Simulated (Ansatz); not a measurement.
O:
```yaml
crystal:
  lattice:
    - [-1.24333, 1.24333, 1.24333]
    - [1.24333, -1.24333, 1.24333]
    - [1.24333, 1.24333, -1.24333]
  atoms:
    - { symbol: O, position: [0.00000, 0.00000, 0.00000], spin: 0.1 }
```

Relaxed with PBE+D3(BJ). Special points in fractions of this cell's reciprocal vectors: Γ (0.000, 0.000, 0.000); H (0.500, -0.500, 0.500); N (0.000, 0.000, 0.500); P (0.250, 0.250, 0.250).

Question: List the band energies nearest the Fermi level at these points for PBE+D3(BJ) in the plane-wave PAW code Ansatz.

Answer: In eV from the Fermi level; about four levels below and three above (degenerate sets whole), none deeper than 8.9 eV; … stands for higher levels left out; points with the same levels are listed once.

```csv
k,below,above
Γ ↑,–,…
N ↑,-6.97,…
N ↓,-6.79,…
```

Space group Im-3m (bcc (W type)). A made-up cell: these elements were put on the sites of a structure type; neither database checked (COD, Materials Project) lists it. It is not the usual solid phase (space group No. 12). Symmetry was held in the PBE+D3(BJ) relaxation. At this level the phase is mechanically unstable. Magnetic state: ferromagnetic, the only order run, not a proven ground state. The substance is a gas or liquid at ambient conditions. No Hubbard U is applied.

Potentials: the later of the program's two PAW sets.
